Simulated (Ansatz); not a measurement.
Profile along the O–Ni line in NiO (rock salt)

NiO (rock salt)

```xyz
2
Lattice="0.0000 2.1079 2.1079 2.1079 0.0000 2.1079 2.1079 2.1079 0.0000" Properties=species:S:1:pos:R:3 pbc="T T T"
O      0.0000     0.0000     0.0000
Ni     2.1079     2.1079     2.1079
```

Fields along a shortest O–Ni line of a {110} plane (2.11 Å), from O to Ni, interpolated on the slice's grid (step about 0.2 Å). The numbers are results of PBE (plane waves to 420 eV, PAW, scalar-relativistic; Ansatz, an electronic-structure program), not measurements. k mesh 19×19×19. Near the nuclei the fields are pseudised (PAW); where an atom keeps semicore shells as valence, they peak there. NiO is run spin-polarised and with no Hubbard U; the real compound is an antiferromagnetic insulator, a state that this run doesn't describe. NiO was relaxed with its symmetry unable to fall. Relaxed NiO ends ferromagnetic. The magnetic order is the one the run started from; other orders were not tried.

```tsv
distance from O (Å)	valence electron density (e/Å³)	spin density, up minus down (e/Å³)	electron localisation function	ELF of the up spins	ELF of the down spins
0.00	7.63	0.52	x	x	x
0.11	7.42	0.50	x	x	x
0.21	6.72	0.46	x	x	x
0.32	5.56	0.37	x	x	x
0.42	4.11	0.26	0.76	0.76	0.75
0.53	2.69	0.15	0.82	0.81	0.81
0.63	1.67	0.07	0.82	0.81	0.83
0.74	1.06	0.03	0.77	0.72	0.83
0.84	0.70	0.01	0.62	0.54	0.73
0.95	0.51	0.02	0.38	0.30	0.47
1.05	0.43	0.04	0.15	0.12	0.20
1.16	0.46	0.08	0.09	0.12	0.07
1.27	0.65	0.17	0.09	0.16	0.04
1.37	1.22	0.37	0.13	0.23	0.04
1.48	2.66	0.74	0.19	0.29	0.10
1.58	5.87	1.35	0.28	0.34	0.22
1.69	12.41	2.14	0.39	0.41	0.37
1.79	24.02	3.07	x	x	x
1.90	40.15	4.18	x	x	x
2.00	54.96	5.43	x	x	x
2.11	61.00	6.05	x	x	x
```

x: too close to a nucleus for the ELF to mean much.

Density on the O–Ni line (2.11 Å) at its midpoint: 0.43 e/Å³. ELF at that point: 0.15.
